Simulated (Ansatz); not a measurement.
Phonons of KMgF$_{3}$ (cubic perovskite) at Γ, X = (0.5, 0.0, 0.0), M = (0.5, 0.5, 0.0), R = (0.5, 0.5, 0.5).

KMgF$_{3}$ (cubic perovskite)

```
CELL_PARAMETERS angstrom
      4.05427     0.00000     0.00000
      0.00000     4.05427     0.00000
      0.00000     0.00000     4.05427
ATOMIC_POSITIONS crystal
  K  0.50000 0.50000 0.50000
  Mg 0.00000 0.00000 0.00000
  F  0.00000 0.50000 0.00000
  F  0.50000 0.00000 0.00000
  F  0.00000 0.00000 0.50000
```

Computed with PBE (plane waves to 420 eV, PAW, scalar-relativistic; Ansatz, a program for electronic structure). DFPT wavenumbers on a 6×6×6 k mesh, in cm⁻¹; i marks imaginary ones, q is in fractions of the reciprocal vectors of the cell shown, and the three acoustic modes at Γ are left out. The non-analytic (LO-TO) term is not included, so polar modes at Γ have their transverse values. KMgF3 was relaxed with its symmetry unable to fall.

```csv
q,wavenumbers (cm⁻¹)
Γ,"139 (×3), 181 (×3), 280 (×3), 421 (×3)"
"X = (0.5, 0.0, 0.0)","114 (×2), 123 (×2), 162, 190, 200 (×2), 212, 260 (×2), 413, 418 (×2), 437"
"M = (0.5, 0.5, 0.0)","89, 112, 125 (×2), 195 (×2), 201 (×2), 216, 291, 309, 391 (×2), 415, 448"
"R = (0.5, 0.5, 0.5)","86 (×3), 134 (×3), 273 (×3), 308 (×2), 368 (×3), 474"
```

The structure shows no imaginary mode at these points (lowest 86 cm⁻¹ at R = (0.5, 0.5, 0.5)); other wave vectors were not tested.

Highest mode: 474 cm⁻¹ at R = (0.5, 0.5, 0.5).
